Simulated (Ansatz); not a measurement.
YSiNO₂ in space group P4/mmm (No. 123; Y on 1b, Si on 1c, N on 1d, O on 2f), the program Ansatz at the r²SCAN level (PAW). The conduction-band minimum lies at Γ, with 1 equivalent valley. Second derivatives d²E/dk² of the lowest band at one valley (eV·Å²), along Cartesian directions:

| direction | d²E/dk² |
|---|---|
| [100] | 21.13 |
| [010] | 21.13 |
| [001] | 17.88 |
| [110] | 21.17 |
| [101] | 19.50 |
| [011] | 19.50 |

Find the principal effective masses, the density-of-states mass and the conductivity mass.

Off-diagonal terms follow from H_xy = H[110] − (H_xx + H_yy)/2, and m*/mₑ = 7.620 eV·Å² over each eigenvalue: 0.36, 0.36, 0.43. One valley's DOS mass (m₁m₂m₃)^(1/3) = 0.38, conductivity mass 3/(Σ 1/mᵢ) = 0.38 mₑ.

What effective density of states Nc follows at 300 K for parabolic valleys?

Nc = 2.509e19 × 1 × (0.38)^(3/2) ≈ 5.9e18 cm⁻³.

The start of the workflow was typed in or built on a structure type; neither database checked (COD, Materials Project) lists it. COD files the formula under space group No. 15, 63, so this cell is another polymorph or a model. Whether it is the stable phase at ambient conditions was not checked. The cell was relaxed with r²SCAN under the symmetry of its start; whether a distortion lowers the energy is not shown. The run is not spin-polarised. Scalar-relativistic: spin–orbit coupling is off unless named, which matters more the heavier the elements.

Potentials: the earlier of the program's two PAW sets.

Edges and masses are those of Kohn–Sham bands, whose gap is no quasiparticle gap.
